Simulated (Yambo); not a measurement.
G0W0@LDA for AlAs (zinc blende, space group F-43m, No. 216) in Yambo. Reference settings: 4×4×4 Γ-centred k mesh, 104 bands and a 10 Ry block in the screening, 104 bands in G with the Bruneval-Gonze terminator, plasmon pole fitted at 27.2 eV. The LDA gap Γ → X on this mesh is 1.32 eV; G0W0 gaps are taken between the same points.

| change from the reference | G0W0 gap Γ → X (eV) | shift of the valence edge (eV) |
|---|---|---|
| reference settings | 2.41 | -0.96 |
| 78 bands in W, 78 bands in G | 2.39 | -0.92 |
| 56 bands in W, 56 bands in G, 6 Ry block | 2.30 | -0.78 |
| 37 bands in W, 37 bands in G, 8 Ry block | 2.32 | -0.70 |
| 56 bands in W, 56 bands in G, 2 Ry block | 2.10 | -0.55 |
| 78 bands in W, 78 bands in G, 6 Ry block | 2.31 | -0.84 |
| 37 bands in W, 37 bands in G, 4 Ry block | 2.25 | -0.63 |
| 23 bands in W, 23 bands in G | (withheld) | -0.50 |

Task: Estimate the withheld gaps from the other rows; the computed values follow.

Result: 
- 23 bands in W, 23 bands in G, G0W0 gap Γ → X (eV): 2.33

The reference isn't shown to be the converged limit.

The standard potential for As keeps a d shell in the valence without the s and p states of that shell. In tests on such compounds this moved G0W0 gaps by up to about 0.9 eV, so absolute quasiparticle energies here are unreliable; differences between settings are what counts.

Spin-orbit coupling is not included.

Geometry relaxed with LDA; primitive cell a = b = c = 3.9764 Å, α = β = γ = 60.00°.

A shift is the quasiparticle energy of the state minus its LDA energy.
